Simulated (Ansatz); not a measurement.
Here is an unrelaxed guess for Al₂P₃.

```cif
data_structure
_symmetry_space_group_name_H-M 'Amm2'
_symmetry_Int_Tables_number 38
_cell_length_a 4.6367
_cell_length_b 7.8607
_cell_length_c 5.3664
_cell_angle_alpha 90.000
_cell_angle_beta 90.000
_cell_angle_gamma 90.000
_cell_volume 195.60
loop_
_atom_site_label
_atom_site_type_symbol
_atom_site_symmetry_multiplicity
_atom_site_Wyckoff_symbol
_atom_site_fract_x
_atom_site_fract_y
_atom_site_fract_z
_atom_site_occupancy
Al1 Al 4 e 0.50000 0.61315 0.55961 1
P1 P 4 e 0.50000 0.11298 0.57648 1
P2 P 2 a 0.00000 0.00000 0.59431 1
```

All numbers below come from Ansatz, DFT PBE, scalar-relativistic, plane waves, PAW. Settings: cutoff 420 eV, Γ-centred mesh 4×4×4 on the computed 5-atom cell, Gaussian smearing of 0.10 eV; no spin polarisation.

Energies over the elements count from the elements' standard structures at the same level, with no fitted energy shifts. The references include black phosphorus.

Question: Estimate its pressure, forces and energy as it stands.

Answer: The pressure is 33.3 GPa (the mean over three directions, positive in compression), the largest force is 14.69 eV/Å, and the energy is +1.98 eV/atom against the elements. The shortest distance is 1.78 Å.

Question: How much does it gain on relaxing, and where does it end?

Answer: Relaxing gains about 1.8 eV/atom (the start's value is from the coarse mesh, so the gain is rough) in 43 ionic steps and ends at +0.17 eV/atom on the finer mesh. The symmetry stays Amm2 (No. 38). The volume per atom shrinks by 7.3 %, from 19.6 to 18.1 Å³. The shortest distance goes from 1.78 Å (P–P) to 2.39 Å (Al–P). Conventional cell: a = 3.219 Å, b = 11.141 Å, c = 5.057 Å. Around Al lie 4 P at 2.39–2.45 Å and 1 P at 2.65 Å; P on a site of symmetry m has 2 Al at 2.39–2.41 Å, 1 Al at 2.65 Å and 2 P at 2.83 Å; P on a site of symmetry mm2 has 4 Al at 2.45 Å, 4 P at 2.83 Å and 2 P at 3.22 Å.

The last run used a 12×8×8 mesh (in the run's order of axes) for its 5-atom cell and Gaussian smearing of 0.10 eV. An odd number of electrons in the primitive cell allows no gap without spin; a larger cell or a magnetic state could open one. The cell is a metal run without spin; a magnetic state may lie lower. The reference form of P is held partly by dispersion forces, which this level lacks. The relaxation can't lower the symmetry of the start. A structure relaxed within its symmetry needn't be a true minimum. Another cell of Al2P3 relaxed alike, in Pmmn, lies 0.36 eV/atom lower, so this cell isn't the stable form at this level.
